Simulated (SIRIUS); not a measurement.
Set-up for a self-consistent single point of Sn (Fd-3m, 8 atoms in the cell; from Materials Project mp-117, changed as shown).

```
Sn
1.0
    6.38706     0.00000     0.00000
    0.00000     6.38706     0.00000
    0.00000     0.00000     6.38706
Sn
8
Direct
  0.00000   0.00000   0.50000
  0.25000   0.75000   0.25000
  0.00000   0.50000   0.00000
  0.25000   0.25000   0.75000
  0.50000   0.00000   0.00000
  0.75000   0.75000   0.75000
  0.50000   0.50000   0.50000
  0.75000   0.25000   0.25000
```

Computed with PBEsol, GBRV PBEsol ultrasoft pseudopotentials (plane waves; SIRIUS).

SIRIUS settings:

- parameters.ngridk = 4 4 4
- parameters.xc_functionals = [XC_GGA_X_PBE_SOL, XC_GGA_C_PBE_SOL]
- parameters.gk_cutoff = 6.325 1/bohr
- parameters.pw_cutoff = 14.143 1/bohr
- parameters.smearing = fermi_dirac
- parameters.smearing_width = 0.00499791 Ha
- potentials = GBRV PBEsol ultrasoft pseudopotentials
- parameters.electronic_structure_method = pseudopotential
- parameters.num_bands = 67
- parameters.num_mag_dims = 0
- parameters.num_dft_iter = 100
- parameters.energy_tol = 1e-07 Ha
- parameters.density_tol = 1e-06
- mixer.type = anderson
- mixer.beta = 0.7
- mixer.use_hartree = true

Results:

```
Item                                                       Value
------------------------------------------------  --------------
Number of valence electrons                                  112
Number of bands                                               67
Number of k-points after the program's reduction              10
Number of plane waves (most at a k-point)                   7568
Number of SCF iterations                                      16
FFT grid                                            60 × 60 × 60
Free energy E − TS                                -17296.0656 eV
Fermi level (on the code's own zero)                     8.33 eV
Pressure                                                3.45 GPa
```

Stress (GPa, positive for compression):
```
3.45  0.00  0.00
0.00  3.45  0.00
0.00  0.00  3.45
```

For comparison: a first run was changed to give this one (lattice scaled by 0.98), and from it to this one the free energy goes up by 24.2 meV/atom and the pressure goes from 0.40 to 3.45 GPa.

The structure comes from a collection of computed structures, made at another level of theory; the collection holds predicted forms beside known ones. Its lattice was then scaled. No clean gap shows at this smearing width and mesh (spacing up to 0.25 Å⁻¹); the mesh is coarse for partly filled bands, so the values carry mesh errors. Semi-local functionals can close small gaps.

Cost on one core: around 5 core-minutes (rough).
